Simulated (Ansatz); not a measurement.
Consider the following.

CdSe:
```
CdSe
1.0
    4.30100     0.00000     0.00000
   -2.15050     3.72478     0.00000
    0.00000     0.00000    21.06667
Cd Se
6 6
Direct
  0.00000   0.00000   0.99977
  0.00000   0.00000   0.49977
  0.66667   0.33333   0.83316
  0.33333   0.66667   0.33316
  0.66667   0.33333   0.16654
  0.33333   0.66667   0.66654
  0.00000   0.00000   0.87462
  0.00000   0.00000   0.37462
  0.66667   0.33333   0.70812
  0.33333   0.66667   0.20812
  0.66667   0.33333   0.04149
  0.33333   0.66667   0.54149
```

This is the PBEsol-relaxed structure. Tensor components refer to the Cartesian frame of this cell.

**Question.** All from PBEsol in the plane-wave PAW code Ansatz, unless another level is named. Give the band gap.

**Answer.** 0.50 eV (direct).

**Question.** Next, the hole effective mass, band 2 of 2 at the edge?

**Answer.** 0.051 along x, 1.4 along z (mₑ).

**Question.** Predict the HSE06 gap on the PBEsol cell.

**Answer.** 1.57 eV.

Space group P6_3mc. The cell is a constructed one: a structure type filled with these elements. Its sites differ from those of the usual phase in this space group: another stacking or structure type. The cell was relaxed with PBEsol under the symmetry of its start; whether a distortion lowers the energy is not shown. Scalar-relativistic: spin–orbit coupling is off unless named, which matters more the heavier the elements.

Potentials: the later of the program's two PAW sets.
